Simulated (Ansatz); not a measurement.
# Cu3OF3 (Pm-3m) at 3 levels of theory

One geometry, relaxed with PBE; plane waves with PAW potentials in Ansatz, scalar-relativistic. Collinear spin, ending at 1.5 μB a primitive cell. Gaps are the least over mesh and band path; pressure is positive in compression.

```yaml
crystal:
  lattice:
    - [4.27341, 0.00000, 0.00000]
    - [0.00000, 4.27341, 0.00000]
    - [0.00000, 0.00000, 4.27341]
  atoms:
    - { symbol: Cu, position: [0.50000, 0.50000, 0.00000] }
    - { symbol: Cu, position: [0.00000, 0.50000, 0.50000] }
    - { symbol: Cu, position: [0.50000, 0.00000, 0.50000] }
    - { symbol: O, position: [0.50000, 0.50000, 0.50000] }
    - { symbol: F, position: [0.50000, 0.00000, 0.00000] }
    - { symbol: F, position: [0.00000, 0.50000, 0.00000] }
    - { symbol: F, position: [0.00000, 0.00000, 0.50000] }
```

```tsv
level	cutoff (eV)	k mesh	gap (eV)	pressure (GPa)	largest moment (μB)
PBE	420	10×10×10	0	0.0	0.38
```

Task: What comes out on the same cell with r2SCAN, LDA?

Result:
```csv
level,cutoff (eV),k mesh,gap (eV),pressure (GPa),largest moment (μB)
r2SCAN,500,10×10×10,0,-5.8,0.52
LDA,420,10×10×10,0,-13.1,0.14
```

The state reached may not be the lowest one.

It was reached by relaxing an invented guess, and it needn't be the stable form of this composition.
